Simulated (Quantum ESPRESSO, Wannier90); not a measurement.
Wannier functions of SnO (Pmn2₁)

```yaml
crystal:
  lattice:
    - [3.35500, 0.00000, 0.00000]
    - [0.00000, 5.67410, 0.00000]
    - [0.00000, 0.00000, 4.22197]
  atoms:
    - { symbol: Sn, position: [0.00000, 0.23191, 0.51314] }
    - { symbol: Sn, position: [0.50000, 0.76809, 0.01314] }
    - { symbol: O, position: [0.00000, 0.89125, 0.73686] }
    - { symbol: O, position: [0.50000, 0.10875, 0.23686] }
```

Materials Project entry mp-545552; symmetrised, unrelaxed at this level. Not found in the COD (Crystallography Open Database) copy used, which has the formula in other groups; not checked further. Method: PBEsol plane waves in Quantum ESPRESSO 7.5 (PseudoDojo norm-conserving files, 68 Ry, spinors with spin-orbit coupling), Bloch states on a 6×4×6 mesh through Γ, Wannier90 4.0.1. Density: 10×6×8 mesh, cold smearing 0.01 Ry. The cell is built of weakly bound layers, chains or molecules, whose nearest atoms lie 3.86 Å apart. Database cells relaxed without dispersion often hold them too far apart, which can enlarge gaps and weakens couplings between them; spacing and stacking were not compared with the measured crystal.

The lattice is scaled uniformly with fixed fractional positions (axis ratios and free coordinates are held, so this isn't the response to pressure), and at each scale an atom-like model (Sn sp, O sp; disentangled, num_iter = 0) is made. Listed is the largest hopping of each kind of orbital pair shown, with the distance of the two functions' centres at scale 1; the mesh was not varied.

```csv
scale,gap (eV),"modulus of t, O3 py↑–Sn1 s↑ at 2.14 Å (eV)","modulus of t, O3 py↑–Sn1 py↑ at 2.39 Å (eV)"
0.970,1.089,2.072,1.826
0.985,1.155,2.004,1.766
1.000,1.215,1.935,1.705
1.015,1.271,1.869,1.645
1.030,1.323,1.804,1.587
```

With |t| ∝ d^(−η), find η for each hopping from the ends of the series, and the volume deformation potential of the gap at scale 1.


- O3 py↑–Sn1 s↑ at 2.14 Å: η = −ln(1.804/2.072)/ln(1.030/0.970) = 2.3
- O3 py↑–Sn1 py↑ at 2.39 Å: η = −ln(1.587/1.826)/ln(1.030/0.970) = 2.3
Harrison's rules would take η = 2.0, 2.0 for these pairs; they describe atomic orbitals, while these are orthogonalised and change shape with the volume.
Volume deformation potential of the gap: dE_g/d ln V = (1.271 − 1.155)/(3 ln(1.015/0.985)) = 1.3 eV.
